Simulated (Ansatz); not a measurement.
**Fe3Pb: which magnetic state is lowest?**

Method: DFT PBE, scalar-relativistic, plane waves, PAW (Ansatz 0.2.0).

```
CELL_PARAMETERS angstrom
0.00000 3.07237 3.07237
3.07237 0.00000 3.07237
3.07237 3.07237 0.00000
ATOMIC_POSITIONS crystal
Fe 0.25000 0.25000 0.25000
Fe 0.75000 0.75000 0.75000
Fe 0.50000 0.50000 0.50000
Pb 0.00000 0.00000 0.00000
```

| Quantity | Value |
| --- | --- |
| plane-wave cutoff | 420 eV |
| Γ-centred k-mesh | 12×12×12 |
| occupation rule | Gaussian smearing, 0.1 eV |
| list of starting moments (μB, in atom order) | 3 3 3 0 |
| check for lower electronic states after the SCF | off |

All runs keep this geometry, which stands near equilibrium for the lowest state (largest force there 0.000 eV/Å, pressure 0.0 GPa; forces reach 0.12 eV/Å in another state) and needn't be a stable compound; relaxing each order would shift the differences by some 30 meV/atom, going by the pressures and a bulk modulus of about 150 GPa. Signs run over the atoms with starting moments. A propagation vector, in units of the reciprocal vectors, doubles the cell, which takes an equally dense mesh. The large starts are 4.5 4.5 4.5 0 μB. The small starts are 0.5 0.5 0.5 0 μB. Site moments are spin moments in atom-centred spheres that scale with the neighbour distance. The states are those that the runs reached from these starts; a lower one can exist.

Question: Starts tried: no spin; ferromagnetic; large parallel starting moments; ferrimagnetic in the cell, signs ++-; ferrimagnetic in the cell, signs +-+; antiferromagnetic, doubled cell, propagation vector (0, 0, 1/2); antiferromagnetic, doubled cell, propagation vector (0, 1/2, 1/2); small parallel starting moments. Which state comes out lowest, and what are the moments?

Answer: The lowest state is ferromagnetic, reached from the start “ferromagnetic” and the start “large parallel starting moments” and the start “ferrimagnetic in the cell, signs +-+” and the start “small parallel starting moments”, with site moments (μB) Fe +2.25 (×2), Fe +2.68.

```tsv
start	ends	energy above lowest (meV/atom)	site moments (μB)	gap on mesh (eV)	P (GPa)
no spin	non-magnetic	460	none over 0.05	metal	-10.6
ferromagnetic	ferromagnetic	0.00	Fe +2.25 (×2), Fe +2.68	metal	0.0
large parallel starting moments	ferromagnetic	0.00	Fe +2.25 (×2), Fe +2.68	metal	0.0
ferrimagnetic in the cell, signs ++-	ferrimagnetic	229	Fe +1.94 (×2), Fe -2.46	metal	0.0
ferrimagnetic in the cell, signs +-+	ferromagnetic	0.00	Fe +2.25 (×2), Fe +2.68	metal	0.0
antiferromagnetic, doubled cell, propagation vector (0, 0, 1/2)	antiferromagnetic	72.2	Fe +2.11 (×2), Fe +2.69, Fe -2.11 (×2), Fe -2.69	metal	0.3
antiferromagnetic, doubled cell, propagation vector (0, 1/2, 1/2)	antiferromagnetic	124	Fe +2.15 (×2), Fe +2.73, Fe -2.15 (×2), Fe -2.73	metal	1.7
small parallel starting moments	ferromagnetic	0.00	Fe +2.25 (×2), Fe +2.68	metal	0.0
```

Cost: 8 runs of about 25 core-minutes in all, on Intel Xeon Processor @ 2.50GHz (Skylake/Cascade Lake) (shared hosts).